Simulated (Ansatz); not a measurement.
Li$_{2}$S:
```yaml
crystal:
  lattice:
    - [0.00000, 2.85282, 2.85282]
    - [2.85282, 0.00000, 2.85282]
    - [2.85282, 2.85282, 0.00000]
  atoms:
    - { symbol: Li, position: [0.25000, 0.25000, 0.25000] }
    - { symbol: Li, position: [0.75000, 0.75000, 0.75000] }
    - { symbol: S, position: [0.00000, 0.00000, 0.00000] }
```

Relaxed with PBE.

Map the valence electron density (e/Å³), cut off at 0.9 on the plane through (0.250, 0.250, 0.250) spanned by u = [1, 0, 0] and v = [-1, 1, 1] in lattice vectors, from the program Ansatz at the PBE level (PAW).

x is the fraction of u, y of v (the angle between them is 90°; rows are the nearest grid lines); atoms in the plane: Li at (0.00, 0.00), Li at (0.00, 0.50), S at (0.50, 0.75).
```
|@@@-   .......   -@@@|
|@@@:....:::::....:@@@|
|=:...:-+#%%%#+-:...:=|
|   .:-+%@@@@@%+-:.   |
|   .:=#@@@@@@@#=:.   |
|   .-+@@@#+#@@@+-.   |
|  ..-+@@@+.+@@@+-..  |
|   .:+%@@@%@@@%+:.   |
|   .:=*@@@@@@@*=:.   |
|.. ..-=*@@@@@*=-.....|
|@@@....:-----:....@@@|
|@@@-  ...:::...  -@@@|
|@@@-     ...     :@@@|
|@@@.             .@@@|
|..                 ..|
|                     |
|                     |
|                     |
|                     |
|                     |
|                     |
|=:                 :=|
|@@@:             :@@@|
|@@@-   .......   -@@@|
```
Scale: ten equal steps from 0.012 (start of ' ') to 0.900 (end of '@'), in the order ' .:-=+*#%@'; x runs from 0.000 to 1.00, y from 0.000 (bottom) to 1.00 (top).

The density is the valence pseudo-density with augmentation charge, so density and ELF within about 1 Å of a nucleus are not all-electron values.

Space group Fm-3m (anti-fluorite). Symmetry was held in the PBE relaxation.

Potentials: the later of the program's two PAW sets.
